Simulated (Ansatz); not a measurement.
Ansatz input

```yaml
crystal:
  lattice:
    - [4.7016931228, 0.0, 0.0]
    - [-2.3508465614, 4.0717856852, 0.0]
    - [0.0, 0.0, 7.7635193812]
  atoms:
    - { symbol: Ba, position: [0.3333333333, 0.6666666667, 0.25] }
    - { symbol: Ba, position: [0.6666666667, 0.3333333333, 0.75] }
hamiltonian:
  xc: r2scan
  pseudopotentials:
    kind: paw
    azcp:
      Ba: "pseudopotentials/Ba.paw.azcp"
basis:
  ecutwfc: 500
  fft_grid_basis: typed
kpoints:
  mp_grid: { grid: [9, 9, 5], shift: [0, 0, 0] }
magnetization:
  spin_polarized: false
scf:
  occupations: { method: fermi_dirac, width: 0.1 }
  lower_state_search: "off"
output:
  stress: true
  write_density: true
  write_potential: true
  elf: true
  volumetric_format: npy
```

and its output:

```
Engine: ansatz 0.2.0, x86_64-unknown-linux-gnu
Pseudopotentials: kind: paw
Pseudopotential: Ba, paw, valence charge 10, recommended cutoff 500 eV (meta_gga) 
Functional definition: r2SCAN
  parameter k0 = 0.174
  parameter k1 = 0.065
  parameter a1 = 4.9479
  exchange = r2scan_x(k0 = k0, k1 = k1, a1 = a1)
  correlation = r2scan_c
Crystal: 2 atoms, lattice volume = 148.627 Å³
Basis set: ecut = 500 eV, 3803 PW (Γ), exchange–correlation on 144×144×240 points (64 copies of the dense FFT grid, shifted against one another)
Bands: 14, of which v1, the nominal top of the filled ones, is band 10 counted from 1 (9 counted from 0)
Symmetry: 24 space group operations
Space group: P63/mmc (ITA 194), of the structure as read, at distance tolerance 5.3e-5 Å
k-points: 36 of 405
Non-local potential: Ba, projectors of the file, l = 0: 3, l = 1: 2, l = 2: 2, l = 3: 2
PAW form: soft (Blöchl's): semilocal exchange-correlation on the pseudo side does not see the compensation charge
PAW frozen core: Ba, regenerated for the run's functional (the file was generated under x = pbe(κ = 0.804, μ = 0.2195149727645171), c = pbe(β = 0.06672455060314922))
PAW one-centre angular grid: Ba, 302 points (default); XC on 160 Gauss nodes
Initial density: superposition of atomic densities (neutral atoms: chi_scale 0, normalization atom), corrected by the library's trained network
Initial wavefunctions: pseudopotential atomic-orbital guess
Functional: x = r2scan, c = r2scan; τ floored in thin density (d = 2e-4 eV/Å³)
SCF iter   1: F=-11928.858716 eV  HF=-11928.811938 eV  |F-HF|=4.68e-2  |Δ(HF+E_count)|=         —  Δρ=3.07e-3  dr2=3.42e-2  dr2_τ=1.70e-3  ethr=1.77e-3  ⟨swp⟩=7.6  Hψ=8321  notcnv=0
automatic band count: the SCF goes on with 18 bands, as 14 were too few: the levels above may hold too much charge
SCF iter   2: F=-11928.868293 eV  HF=-11928.872520 eV  |F-HF|=4.23e-3  |Δ(HF+E_count)|=   6.06e-2  Δρ=2.02e-3  dr2=1.68e-2  dr2_τ=3.27e-4  ethr=1.71e-4  ⟨swp⟩=2.3  Hψ=1633  notcnv=0
SCF iter   3: F=-11928.871145 eV  HF=-11928.871270 eV  |F-HF|=1.25e-4  |Δ(HF+E_count)|=   1.25e-3  Δρ=6.07e-4  dr2=1.81e-3  dr2_τ=3.33e-5  ethr=8.40e-5  ⟨swp⟩=3.0  Hψ=1365  notcnv=0
SCF iter   4: F=-11928.871347 eV  HF=-11928.871333 eV  |F-HF|=1.43e-5  |Δ(HF+E_count)|=   6.25e-5  Δρ=1.03e-4  dr2=3.40e-5  dr2_τ=5.21e-6  ethr=9.03e-6  ⟨swp⟩=2.8  Hψ=1132  notcnv=0
SCF iter   5: F=-11928.871328 eV  HF=-11928.871327 eV  |F-HF|=9.85e-7  |Δ(HF+E_count)|=   5.88e-6  Δρ=3.44e-5  dr2=4.28e-6  dr2_τ=5.55e-8  ethr=1.70e-7  ⟨swp⟩=2.9  Hψ=1093  notcnv=0
SCF iter   6: F=-11928.871329 eV  HF=-11928.871328 eV  |F-HF|=2.42e-7  |Δ(HF+E_count)|=   1.48e-6  Δρ=1.32e-5  dr2=6.82e-7  dr2_τ=1.24e-8  ethr=2.14e-8  ⟨swp⟩=2.3  Hψ=1001  notcnv=0
SCF iter   7: F=-11928.871329 eV  HF=-11928.871329 eV  |F-HF|=1.37e-8  |Δ(HF+E_count)|=   3.25e-7  Δρ=3.80e-6  dr2=5.21e-8  dr2_τ=5.50e-10  ethr=5.00e-10  ⟨swp⟩=8.1  Hψ=5014  notcnv=0
SCF 1 converged in 7 iterations: F = -11928.871329 eV  dr2 = 5.21e-8
SCF converged after 7 iterations
Free energy (F): -11928.871329 eV
Harris-Foulkes:  -11928.871329 eV  (|F-HF|=1.37e-8)
Internal energy: -11928.751350 eV  (E = F + TS)
E sigma→0 (E₀):  -11928.811339 eV
Entropy (-TS):   -0.119979 eV (-59.989 meV/atom)
Fermi energy:    4.792035 eV
--- Per-component energies (eV) ---
  E_band       = -207.675912
  E_kinetic    = 330.541473
  E_local      = -833.658353  (includes V_loc(G=0)·N_el)
  E_nonlocal   = 111.251494
  E_hartree    = 264.063137
  E_xc         = -308.875529
  E_vxc        = -287.886405  (∫ρ·V_xc dr)
  E_paw        = -10503.024858  (= ΣΔE_a)
  E_vpaw       = -70.467082  (= ΣTr[D̂ρ^β])
  E_aug_tail   = -0.000002  (compensation charges beyond the density's cutoff)
  E_vtau       = 14.416714  (kinetic-family band-sum trace: ∫τ·v_τ [+ j·A + Jᵃ·Aᵃ] dr)
  E_ewald      = -989.189545
  E_core_change = 0.140832  (= ΣΔE_core)
  E_smearing   = -0.119979  (= −TS)
  E_closure    = 0.000000  (closes the sum)
  Σ components = -11928.871329   (vs F -11928.871329, Δ=0.00e0)
--- Stress (GPa, compression-positive) ---
       -0.686374      -0.000000       0.000000
        0.000000      -0.686374       0.000000
        0.000000       0.000000      -0.742342
  P = ⅓ Tr σ = -0.7050 GPa (-7.050 kbar)
--- Band table (eV; the first three rows and the last of 36) ---
  k-point 0: bands = ["-25.4265", "-25.4064", "-10.3128", "-10.0789", "-10.0789", "-10.0444", "-10.0444", "-10.0420", "1.9595", "3.9011", "5.3142", "6.5751", "6.6168", "6.6168", "6.9904", "6.9904", "7.4805", "7.4805"]
  k-point 1: bands = ["-25.4245", "-25.4083", "-10.2880", "-10.0756", "-10.0756", "-10.0690", "-10.0477", "-10.0477", "2.1109", "3.6752", "5.3645", "6.3986", "6.5798", "6.5798", "6.8827", "6.8827", "7.6828", "7.6828"]
  k-point 2: bands = ["-25.4195", "-25.4133", "-10.2221", "-10.1385", "-10.0670", "-10.0670", "-10.0563", "-10.0563", "2.5337", "3.1245", "5.5975", "5.9955", "6.5792", "6.5792", "6.6938", "6.6938", "8.1293", "8.1293"]
  k-point 35: bands = ["-25.3999", "-25.3999", "-10.2600", "-10.2600", "-10.2253", "-10.2008", "-10.0967", "-10.0967", "4.9402", "4.9467", "4.9741", "4.9741", "5.4562", "5.4562", "6.8989", "7.3433", "8.4536", "8.4536"]
```

Launched by

```sh
ansatz run input.yaml --threads 1 --pin off --max-ram 3584MiB --backend cpu --events-out ev --progress --plain --runs-dir out
```

On 1 thread of Intel(R) Xeon(R) Platinum 8259CL CPU @ 2.50GHz (Skylake/Cascade Lake) (shared host) this took about 27 s of wall time and 26 s of CPU time.
